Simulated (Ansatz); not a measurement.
WP₂ (space group Cmc2_1)

```yaml
crystal:
  lattice:
    - [1.56611, -5.54066, 0.00000]
    - [1.56611, 5.54066, 0.00000]
    - [0.00000, 0.00000, 4.93136]
  atoms:
    - { symbol: P, position: [0.07001, 0.92999, 0.38258] }
    - { symbol: P, position: [0.92999, 0.07001, 0.88258] }
    - { symbol: P, position: [0.79709, 0.20291, 0.20050] }
    - { symbol: P, position: [0.20291, 0.79709, 0.70050] }
    - { symbol: W, position: [0.40672, 0.59328, 0.49992] }
    - { symbol: W, position: [0.59328, 0.40672, 0.99992] }
```

The slice is a (010) plane (indices of the conventional cell) through the point (0.930, 0.070, 0.883) (fractional), spanned by u = [110] and v = [001] in vectors of this cell: u (3.13 Å) and v (4.93 Å, at 90° to u). It covers one period; positions are fractions (u, v).

Method: LDA (plane waves to 420 eV, PAW, scalar-relativistic; Ansatz, an electronic-structure program). k mesh 15×15×10. These are valence fields of a PAW run, semicore shells included where kept as valence: close to a nucleus they are smooth pseudo fields. Spin-orbit coupling is left out, though W is heavy. WP2 is run without spin polarisation. WP2 was relaxed with its symmetry unable to fall.

Three fields on this plane, each scaled to ten steps between its own extremes (0 low, 9 high; the total valence density on a logarithmic scale, the potential cut 8 eV below its top; x marks points blanked near nuclei; v = 0 in the bottom row):

Map A
```
|xxxxx542245xxxx|
|xxxx75433457xxx|
|xxxx75444457xxx|
|xx776666666677x|
|666667999976666|
|55568xxxxxx8655|
|4446xxxxxxxx644|
|3347xxxxxxxx743|
|3348xxxxxxxx843|
|3347xxxxxxxx743|
|3346xxxxxxxx643|
|33458xxxxxx8543|
|223468xxxx86432|
|222345677654322|
|111223333332211|
|111111122111111|
|221111000011112|
|332210000001223|
|554321000012345|
|xx653200002356x|
|xxxx53100135xxx|
|xxxx64211246xxx|
|xxxxx531135xxxx|
|xxxxx532235xxxx|
```

Map B
```
|xxxxx157751xxxx|
|xxxx02566520xxx|
|xxxx02333320xxx|
|xx000000000000x|
|000000000000000|
|43100xxxxxx0013|
|5410xxxxxxxx014|
|5400xxxxxxxx004|
|5300xxxxxxxx003|
|5400xxxxxxxx004|
|5400xxxxxxxx004|
|65200xxxxxx0025|
|764100xxxx00146|
|776420000002467|
|777654222245677|
|777877766777877|
|667889999998876|
|446789999998764|
|002478999987420|
|xx004789987400x|
|xxxx05899850xxx|
|xxxx03788730xxx|
|xxxxx168861xxxx|
|xxxxx057750xxxx|
```

Map C
```
|xxxxx852258xxxx|
|xxxx97422479xxx|
|xxxx96311369xxx|
|xx986310013689x|
|887521222212578|
|65311xxxxxx1135|
|4310xxxxxxxx013|
|3200xxxxxxxx002|
|3201xxxxxxxx102|
|3201xxxxxxxx102|
|3200xxxxxxxx002|
|22102xxxxxx2012|
|111012xxxx21011|
|111101122110111|
|000111111111100|
|000011111111000|
|000001111110000|
|222111111111122|
|554321100112345|
|xx764210012467x|
|xxxx64200246xxx|
|xxxx86200268xxx|
|xxxxx731137xxxx|
|xxxxx742247xxxx|
```

Question: Assign the maps to these fields: electron localisation function (ELF); valence electron density; electrostatic potential energy of an electron, from the cell's mean.

Answer: A is the valence electron density; B is the electrostatic potential energy of an electron, from the cell's mean; C is the electron localisation function (ELF).
